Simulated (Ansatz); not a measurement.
Input file for Ansatz (an electronic-structure program):

Ansatz 0.2 input:
```yaml
crystal:
  lattice:
    - [5.7776265181, 0.0, 0.0]
    - [0.0, 5.7776265181, 0.0]
    - [0.0, 0.0, 10.6168145232]
  atoms:
    - { symbol: Ga, position: [0.0, 0.5, 0.25] }
    - { symbol: Ga, position: [0.5, 0.0, 0.75] }
    - { symbol: Cu, position: [0.0, 0.0, 0.0] }
    - { symbol: Cu, position: [0.0, 0.0, 0.5] }
    - { symbol: Br, position: [0.2396546351, 0.264928017, 0.1240179388] }
    - { symbol: Br, position: [0.264928017, 0.7603453649, 0.8759820612] }
    - { symbol: Br, position: [0.7603453649, 0.735071983, 0.1240179388] }
    - { symbol: Br, position: [0.735071983, 0.2396546351, 0.8759820612] }
    - { symbol: Br, position: [0.2396546351, 0.735071983, 0.3759820612] }
    - { symbol: Br, position: [0.264928017, 0.2396546351, 0.6240179388] }
    - { symbol: Br, position: [0.7603453649, 0.264928017, 0.3759820612] }
    - { symbol: Br, position: [0.735071983, 0.7603453649, 0.6240179388] }
kpoints:
  mp_grid: { grid: [4, 4, 3] }
hamiltonian:
  xc: r2scan
  pseudopotentials: { kind: paw }
scf:
  occupations: { method: fixed }
output:
  optics: { e_range: [0.0, 15.0], de: 0.05, sigma: 0.1, bands: { spectra_wanted_up_to: 12 eV } }
```

Output (shortened):

```
output.optics: the spectra are integrated over the Brillouin zone by k·p interpolation around the k-points, where levels, occupations, output.optics.sigma and …
Pseudopotential: Ga, paw, valence charge 13
Pseudopotential: Cu, paw, valence charge 19
Pseudopotential: Br, paw, valence charge 7
Functional definition: r2SCAN
Crystal: 12 atoms, lattice volume = 354.400 Å³
Basis set: ecut = 500 eV, 9027 PW (Γ), exchange–correlation on 180×180×320 points (64 copies of the dense FFT grid, shifted against one another)
Bands: 72, of which v1, the nominal top of the filled ones, is band 60 counted from 1 (59 counted from 0)
Symmetry: 8 space group operations
Space group: P-42c (ITA 112), of the structure as read, at distance tolerance 7.1e-5 Å
k-points: 12 of 48 (time reversal used)
SCF iter   1: F=—  HF=-43195.269986 eV  |F-HF|=—  |Δ(HF+E_count)|=         —  Δρ=1.41e-2  dr2=4.11e-1  dr2_τ=3.51e-2  ethr=1.77e-3  ⟨swp⟩=5.0  Hψ=2918  notcnv=0  defer=120
preconditioner: auto → Resta (q_TF=auto, 2.278 Å⁻¹)
SCF iter   2: F=—  HF=-43195.312094 eV  |F-HF|=—  |Δ(HF+E_count)|=   4.21e-2  Δρ=9.19e-3  dr2=1.89e-1  dr2_τ=3.15e-3  ethr=3.43e-4  ⟨swp⟩=2.0  Hψ=1740  notcnv=0  defer=120
SCF iter   3: F=—  HF=-43195.252652 eV  |F-HF|=—  |Δ(HF+E_count)|=   5.94e-2  Δρ=3.56e-3  dr2=2.91e-2  dr2_τ=2.33e-4  ethr=1.58e-4  ⟨swp⟩=2.0  Hψ=1643  notcnv=0  defer=120
SCF iter   4: F=—  HF=-43195.250195 eV  |F-HF|=—  |Δ(HF+E_count)|=   2.46e-3  Δρ=7.08e-4  dr2=1.03e-3  dr2_τ=3.19e-5  ethr=2.42e-5  ⟨swp⟩=2.0  Hψ=1049  notcnv=0  defer=120
SCF iter   5: F=—  HF=-43195.250007 eV  |F-HF|=—  |Δ(HF+E_count)|=   1.88e-4  Δρ=2.87e-4  dr2=2.68e-4  dr2_τ=3.73e-6  ethr=8.56e-7  ⟨swp⟩=2.0  Hψ=1456  notcnv=0  defer=120
SCF iter   6: F=—  HF=-43195.250094 eV  |F-HF|=—  |Δ(HF+E_count)|=   8.66e-5  Δρ=9.18e-5  dr2=2.55e-5  dr2_τ=2.86e-6  ethr=2.24e-7  ⟨swp⟩=2.0  Hψ=1212  notcnv=0  defer=116
SCF iter   7: F=—  HF=-43195.250099 eV  |F-HF|=—  |Δ(HF+E_count)|=   4.89e-6  Δρ=4.01e-5  dr2=5.15e-6  dr2_τ=6.16e-8  ethr=2.13e-8  ⟨swp⟩=2.1  Hψ=1426  notcnv=0  defer=83
SCF iter   8: F=—  HF=-43195.250031 eV  |F-HF|=—  |Δ(HF+E_count)|=   6.78e-5  Δρ=6.47e-6  dr2=1.86e-7  dr2_τ=2.06e-9  ethr=4.30e-9  ⟨swp⟩=2.2  Hψ=1061  notcnv=0  defer=70
SCF iter  13: F=-43195.250031 eV  HF=-43195.250031 eV  |F-HF|=2.18e-11  |Δ(HF+E_count)|=  1.46e-11  Δρ=3.41e-8  dr2=2.80e-12  dr2_τ=4.29e-14  ethr=1.00e-12  ⟨swp⟩=14.9  Hψ=3876  notcnv=0
SCF 1 converged in 13 iterations: F = -43195.250031 eV  dr2 = 2.80e-12
NSCF: frozen V_eff on 12 k-points
Optics k sum: 0 of 12 k-points
Optics k sum: 1 of 12 k-points
Optics k sum: 2 of 12 k-points
Optics k sum: 3 of 12 k-points
Optics k sum: 4 of 12 k-points
Optics k sum: 5 of 12 k-points
Optics k sum: 6 of 12 k-points
Optics k sum: 7 of 12 k-points
Optics k sum: 8 of 12 k-points
Optics k sum: 9 of 12 k-points
Optics k sum: 10 of 12 k-points
Optics k sum: 11 of 12 k-points
Optics k sum: 12 of 12 k-points
Optics k sum: 0 of 12 k-points
Optics k sum: 1 of 12 k-points
Optics k sum: 2 of 12 k-points
Optics k sum: 3 of 12 k-points
Optics k sum: 4 of 12 k-points
Optics k sum: 5 of 12 k-points
Optics k sum: 6 of 12 k-points
Optics k sum: 7 of 12 k-points
Optics k sum: 8 of 12 k-points
Optics k sum: 9 of 12 k-points
Optics k sum: 10 of 12 k-points
Optics k sum: 11 of 12 k-points
Optics k sum: 12 of 12 k-points
NSCF: frozen V_eff on 1 k-points
NSCF: frozen V_eff on 1 k-points
NSCF: frozen V_eff on 1 k-points
output.optics: what the bands over the 144 summed would add to eps1, eps2 and the energy-loss function is held between a lower and an upper bound (8 Lanczos …
SCF converged after 13 iterations
Free energy (F): -43195.250031 eV
Harris-Foulkes:  -43195.250031 eV  (|F-HF|=2.18e-11)
Internal energy: -43195.250031 eV  (E = F + TS)
E sigma→0 (E₀):  -43195.250031 eV
Fermi energy:    3.446623 eV
--- Per-component energies (eV) ---
  E_band       = -1638.090808
  E_kinetic    = 1897.249237
  E_local      = -20951.597896  (includes V_loc(G=0)·N_el)
  E_nonlocal   = 2248.453096
  E_hartree    = 9179.564547
  E_xc         = -2287.184268
  E_vxc        = -1267.955924  (∫ρ·V_xc dr)
  E_paw        = -25566.894195  (= ΣΔE_a)
  E_vpaw       = -1992.161766  (= ΣTr[D̂ρ^β])
  E_aug_tail   = 0.000229  (compensation charges beyond the density's cutoff)
  E_vtau       = 68.792885  (kinetic-family band-sum trace: ∫τ·v_τ [+ j·A + Jᵃ·Aᵃ] dr)
  E_ewald      = -7711.666874
  E_core_change = -3.173905  (= ΣΔE_core)
  E_smearing   =  0.000000  (= −TS)
  E_closure    =  0.000000  (closes the sum)
  Σ components = -43195.250031   (vs F -43195.250031, Δ=0.00e0)
  [band-id]    e_kinetic+e_local+e_nonlocal+2·e_hartree+e_vxc+e_vpaw+e_augmentation_tail+e_vtau = -1638.091046   (vs E_band -1638.090808, Δ=-2.38e-4)
--- Band table (eV; the first three rows and the last of 12) ---
  k-point 0: bands = ["-110.7535", "-110.7535", "-66.6484", "-66.6484", "-66.6484", "-66.6484", "-66.6062", "-66.6062", "-12.9380", "-12.8623", "-12.8623", "-12.8520", "-12.8520", "-12.8488", "-12.8089", "-12.5448", "-12.3734", "-12.3711", "-12.3595", …
  k-point 1: bands = ["-110.7535", "-110.7535", "-66.6484", "-66.6484", "-66.6484", "-66.6484", "-66.6062", "-66.6062", "-12.9283", "-12.8962", "-12.8622", "-12.8622", "-12.8522", "-12.8522", "-12.7244", "-12.6062", "-12.3732", "-12.3722", "-12.3594", …
  k-point 2: bands = ["-110.7535", "-110.7535", "-66.6484", "-66.6484", "-66.6484", "-66.6484", "-66.6062", "-66.6062", "-12.9272", "-12.8983", "-12.8722", "-12.8714", "-12.8556", "-12.8479", "-12.7048", "-12.5273", "-12.3731", "-12.3711", "-12.3593", …
  k-point 11: bands = ["-110.7535", "-110.7535", "-66.6484", "-66.6484", "-66.6484", "-66.6484", "-66.6062", "-66.6062", "-12.9013", "-12.8992", "-12.8886", "-12.8886", "-12.8858", "-12.8799", "-12.4915", "-12.4915", "-12.3713", "-12.3713", "-12.3587", …
```

Cost: about 8 core-minutes (a rough figure) on shared cores.

The workflow started from a Materials Project entry (that database holds measured and hypothetical structures alike); the Crystallography Open Database copy checked does not list it. Its standing as an ambient phase is unchecked. The cell was relaxed with r²SCAN under the symmetry of its start; whether a distortion lowers the energy is not shown. No spin polarisation was allowed. Scalar-relativistic: spin–orbit coupling is off unless named, which matters more the heavier the elements.

Potentials: the later of the program's two PAW sets.

Ansatz is a plane-wave DFT program.
